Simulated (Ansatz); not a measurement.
Relaxation of a generated cell, B6As placed in the AFLOW prototype A6B_hR7_166_g_a (as in CaC6); 7 atoms in the cell, which starts as R-3m, hexagonal axes (No. 166), hR7; a = b = 4.151 Å, c = 13.002 Å, α = β = 90.00°, γ = 120.00°. Computed with PBEsol (plane waves to 420 eV, PAW, scalar-relativistic; Ansatz, an electronic-structure program). Γ-centred k-mesh 7×7×7 on the run's cell (coarser than for final values), Fermi–Dirac smearing 0.05 eV. This is the first round of the run. 

The optimiser's lines from the output (shortened; P is positive under compression):

```
relax step   1: F+E_penalty+E_count = -5710.31438460 eV  Δ(F+E_penalty+E_count) = +0.000e0 eV  max|allowed force component| = 1.154e-1 eV/Å  Δτ_max = 0.0000 Å  P = +104.309 GPa  Ω = 64.659 Å³  (7 SCF iters, dr2 threshold 1.00e-7 eV, accepted)
relax step   2: F+E_penalty+E_count = -5715.73991370 eV  Δ(F+E_penalty+E_count) = -5.426e0 eV  max|allowed force component| = 3.922e-2 eV/Å  Δτ_max = 0.0006 Å  P = +65.483 GPa  Ω = 70.417 Å³  (6 SCF iters, dr2 threshold 7.00e-7 eV, accepted)
relax step   3: F+E_penalty+E_count = -5719.30086880 eV  Δ(F+E_penalty+E_count) = -3.561e0 eV  max|allowed force component| = 1.971e-2 eV/Å  Δτ_max = 0.0003 Å  P = +36.928 GPa  Ω = 75.971 Å³  (7 SCF iters, dr2 threshold 7.00e-7 eV, accepted)
relax step   4: F+E_penalty+E_count = -5721.48571161 eV  Δ(F+E_penalty+E_count) = -2.185e0 eV  max|allowed force component| = 2.523e-2 eV/Å  Δτ_max = 0.0004 Å  P = +16.242 GPa  Ω = 80.291 Å³  (6 SCF iters, dr2 threshold 7.00e-7 eV, accepted)
relax step   5: F+E_penalty+E_count = -5722.46504552 eV  Δ(F+E_penalty+E_count) = -9.793e-1 eV  max|allowed force component| = 1.884e-2 eV/Å  Δτ_max = 0.0007 Å  P = +5.368 GPa  Ω = 81.136 Å³  (5 SCF iters, dr2 threshold 7.00e-7 eV, accepted)
relax step   6: F+E_penalty+E_count = -5722.83088137 eV  Δ(F+E_penalty+E_count) = -3.658e-1 eV  max|allowed force component| = 8.731e-3 eV/Å  Δτ_max = 0.0007 Å  P = +1.226 GPa  Ω = 79.426 Å³  (6 SCF iters, dr2 threshold 7.00e-7 eV, accepted)
relax step   7: F+E_penalty+E_count = -5722.95905676 eV  Δ(F+E_penalty+E_count) = -1.282e-1 eV  max|allowed force component| = 1.191e-2 eV/Å  Δτ_max = 0.0003 Å  P = +0.873 GPa  Ω = 76.121 Å³  (7 SCF iters, dr2 threshold 7.00e-7 eV, accepted)
relax step   8: F+E_penalty+E_count = -5722.96519369 eV  Δ(F+E_penalty+E_count) = -6.137e-3 eV  max|allowed force component| = 9.142e-3 eV/Å  Δτ_max = 0.0008 Å  P = -0.805 GPa  Ω = 76.171 Å³  (5 SCF iters, dr2 threshold 7.00e-7 eV, accepted)
relax step   9: F+E_penalty+E_count = -5722.96722976 eV  Δ(F+E_penalty+E_count) = -2.036e-3 eV  max|allowed force component| = 1.586e-2 eV/Å  Δτ_max = 0.0002 Å  P = +0.177 GPa  Ω = 75.360 Å³  (6 SCF iters, dr2 threshold 7.00e-7 eV, accepted)
relax step  10: F+E_penalty+E_count = -5722.96714255 eV  Δ(F+E_penalty+E_count) = +8.722e-5 eV  max|allowed force component| = 3.112e-3 eV/Å  Δτ_max = 0.0002 Å  P = -0.002 GPa  Ω = 75.585 Å³  (6 SCF iters, dr2 threshold 1.58e-7 eV, accepted)
relax step  11: F+E_penalty+E_count = -5723.16611109 eV  Δ(F+E_penalty+E_count) = -1.990e-1 eV  max|allowed force component| = 8.008e-3 eV/Å  Δτ_max = 0.0000 Å  P = +2.262 GPa  Ω = 75.585 Å³  stress off target by 3.42e0 GPa  SCF on the basis re-selected at this cell (its energy is not comparable with the rows above)  (8 SCF iters)
relax step  12: F+E_penalty+E_count = -5723.17709192 eV  Δ(F+E_penalty+E_count) = -1.098e-2 eV  max|allowed force component| = 7.170e-3 eV/Å  Δτ_max = 0.0003 Å  P = +0.152 GPa  Ω = 76.106 Å³  (6 SCF iters, dr2 threshold 7.00e-7 eV, accepted)
relax step  13: F+E_penalty+E_count = -5723.17703520 eV  Δ(F+E_penalty+E_count) = +5.672e-5 eV  max|allowed force component| = 1.528e-3 eV/Å  Δτ_max = 0.0002 Å  P = -0.009 GPa  Ω = 76.183 Å³  (5 SCF iters, dr2 threshold 1.02e-7 eV, accepted)
relax step  14: F+E_penalty+E_count = -5723.17812682 eV  Δ(F+E_penalty+E_count) = -1.092e-3 eV  max|allowed force component| = 1.554e-3 eV/Å  Δτ_max = 0.0000 Å  P = -0.002 GPa  Ω = 76.183 Å³  stress off target by 1.45e-2 GPa  SCF on the basis re-selected at this cell (its energy is not comparable with the rows above)  (6 SCF iters)
```

From the first to the last row the energy changes by -1.84 eV/atom and the volume by +17.8 %. The last row is marked as not comparable with the walk above it, whose basis was carried along; it does compare with step 1, since both stand on a basis selected at the nominal cutoff for their own cell.

Energy and pressure jump between steps 10 and 11 at one geometry, where the plane-wave basis was selected anew. While the cell walks, the set of plane waves is carried along, so its effective cutoff drifts with the strain; re-selecting it at 420 eV moved the energy by -0.028 eV/atom and the pressure by 2.3 GPa. Only step 1 and rows on a re-selected basis compare with each other.

Later rounds, restarted from the end of this one on a renewed k-mesh, logged 13 more steps and released under 0.01 eV/atom more. The final structure after all rounds: R-3m, hexagonal axes (No. 166), hR7; a = b = 5.1014 Å, c = 10.1547 Å, α = β = 90.00°, γ = 120.00°. Between re-selections the logged energies stand on a plane-wave basis carried along with the cell. No spin polarisation in the result. The relaxed primitive cell holds an odd number of electrons. A magnetic state may lie lower.

The run could not lower the symmetry of its start; a shaken copy of this end point relaxes with PBEsol to P1 (No. 1), 0.36 eV/atom lower.

The first start was generated by placing the elements on the sites of a structure type. Materials Project lists a structure of B6As in the same space group, R-3m (No. 166); the sites were not compared with it, nor with measured phases.
